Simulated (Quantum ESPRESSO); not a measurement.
## Kohn-Sham bands of ZrAl (Cmcm)

```xyz
4
Lattice="3.3787 0.0000 0.0000 0.0000 0.0000 -4.2631 -1.6893 5.4478 0.0000" Properties=species:S:1:pos:R:3 pbc="T T T"
Zr     0.0000    -1.7359    -1.0658
Zr     0.0000     1.7359     1.0658
Al    -1.6893     0.7766    -1.0658
Al     1.6893    -0.7766     1.0658
```

Structure: Materials Project mp-11233, symmetrised, not relaxed again. Not found in the COD (Crystallography Open Database) copy used; not checked further. Method: PBEsol plane waves in Quantum ESPRESSO 7.5 (PseudoDojo norm-conserving files, 53 Ry, no spin polarisation, no spin-orbit coupling), Bloch states on a 6×4×6 mesh through Γ, Wannier90 4.0.1. Density: 14×10×14 mesh, cold smearing 0.01 Ry.

### Question
List the Kohn-Sham levels between −8 and 3.0 eV relative to the Fermi level at the high-symmetry points, as a band run of pw.x on that density gives them (levels within 2 meV counted together).

### Answer
```csv
point,k (reciprocal lattice),levels (eV)
Γ,0.000 0.000 0.000,"-4.41, -2.01, -1.65, -1.44, 0.07, 1.19, 1.45, 1.87, 2.06, 2.31, 2.63"
Y,0.000 0.000 0.500,"-7.45, -5.51, -2.11, -1.59, -1.29, -0.67, 0.82, 1.40, 1.84, 1.95"
C_0,0.452 0.000 0.274,"-5.85, -3.67, -2.81, -1.86, -1.48, -0.78, -0.14, -0.05, 0.61, 1.36, 2.91"
Σ_0,0.548 0.000 -0.274,"-5.85, -3.67, -2.81, -1.86, -1.48, -0.78, -0.14, -0.05, 0.61, 1.36, 2.91"
Z,0.000 -0.500 0.000,"-6.12 (×2), -2.13 (×2), -0.85 (×2), 0.80 (×2), 1.81 (×2), 2.80 (×2)"
A_0,0.548 -0.500 -0.274,"-4.65 (×2), -2.46 (×2), -1.36 (×2), -0.26 (×2), 2.31 (×2), 2.94 (×2)"
E_0,0.452 -0.500 0.274,"-4.65 (×2), -2.46 (×2), -1.36 (×2), -0.26 (×2), 2.31 (×2), 2.94 (×2)"
T,0.000 -0.500 0.500,"-5.71 (×2), -3.18 (×2), -0.20 (×2), 1.34 (×2), 1.48 (×2), 2.38 (×2), 2.53 (×2)"
S,0.500 0.000 0.000,"-5.79, -3.93, -2.31, -1.77, -1.68, -0.94, -0.34, -0.31, 1.08, 1.45, 2.35"
R,0.500 -0.500 0.000,"-4.70 (×2), -2.15 (×2), -1.71 (×2), -0.14 (×2), 2.40 (×2)"
```
